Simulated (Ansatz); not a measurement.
**LuMnRh: reading a single point**

```xyz
12
Lattice="6.4512 0.0000 0.0000 0.0000 3.8608 0.0000 0.0000 0.0000 7.9268" Properties=species:S:1:pos:R:3 pbc="T T T"
Lu    0.2475    0.9652    6.5387
Lu    2.9780    2.8956    2.5753
Lu    3.4731    0.9652    5.3515
Lu    6.2036    2.8956    1.3881
Mn    0.9170    0.9652    3.4960
Mn    2.3085    2.8956    7.4594
Mn    4.1426    0.9652    0.4674
Mn    5.5341    2.8956    4.4308
Rh    4.8119    0.9652    2.8965
Rh    4.8649    2.8956    6.8599
Rh    1.5863    0.9652    1.0669
Rh    1.6393    2.8956    5.0303
```

Level: PBE, no spin polarisation; 420 eV; 4×7×4 Γ-centred mesh; gaussian occupations (width 0.0101 eV); Ansatz 0.2.0, fixed geometry.

Task: Which element gives electrons and which takes them?

Result: Bader charges in e: Lu +1.41, Mn +0.03, Rh -1.44. In the mean Lu gives up most and Rh takes most.

Task: Metal or insulator?

Result: It is a metal, with about 21 states/eV a cell as the mean within 0.25 eV of the Fermi level, mostly Mn d (68 %) and Rh d (14 %).

Task: What does the stress say?

Result: The pressure is 5.1 GPa (compression positive), so with the atoms held at these fractions the cell would first expand; the forces are large, so a full relaxation may end otherwise. The principal stresses -0.6, 7.8, 8.0 GPa differ, so its shape would change too.

Task: Describe some of the short contacts.

Result: Mn–Rh at 2.52 Å: least valence density 0.45 e/Å³ and ELF 0.34 there. Lu–Rh at 2.68 Å: least valence density 0.34 e/Å³ and ELF 0.17 there. Mn–Mn at 2.82 Å: least valence density 0.24 e/Å³ and ELF 0.38 there. Both are smooth PAW fields, read partly inside the augmentation spheres.

Origin: a known structure type with other elements, at an estimated volume, so it need not be a known compound. Caveats: no spin polarisation, so a magnetic state may lie lower.
